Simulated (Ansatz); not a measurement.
LiW₃N₃: rattling a relaxed structure

It was reached by relaxing an invented guess, and it needn't be the stable form of this composition.

All numbers below come from DFT PBE, scalar-relativistic, plane waves, PAW in Ansatz 0.2.0. Cutoff 420 eV; k points 10×10×10 on the computed 7-atom cell (Γ-centred); Gaussian smearing, width 0.10 eV; no spin polarisation.

The cell below (7 atoms, space group Pm-3m (No. 221)) is relaxed within its symmetry.

```
CELL_PARAMETERS angstrom
4.17281 0.00000 0.00000
0.00000 4.17281 0.00000
0.00000 0.00000 4.17281
ATOMIC_POSITIONS crystal
Li 0.00000 0.00000 0.00000
W 0.00000 0.50000 0.50000
W 0.50000 0.00000 0.50000
W 0.50000 0.50000 0.00000
N 0.50000 0.00000 0.00000
N 0.00000 0.50000 0.00000
N 0.00000 0.00000 0.50000
```

For the test it was strained at random (σ = 1.5 % a component), the atoms were moved at random (σ = 0.15 Å), and all was relaxed again on a coarse 6×6×6 mesh (in the run’s order of axes) with 0.20 eV smearing, with no symmetry imposed.

These runs have no spin–orbit coupling, which can matter for W. The cell is a metal run without spin; a magnetic state may lie lower.

Question: Does it come back?

Answer: It returns, within 1 meV/atom of the unmoved cell on that mesh and with the same symmetry when read at 0.1 Å. No instability shows in this cell; modes of other wave vectors, which need another repeat, aren't tested.
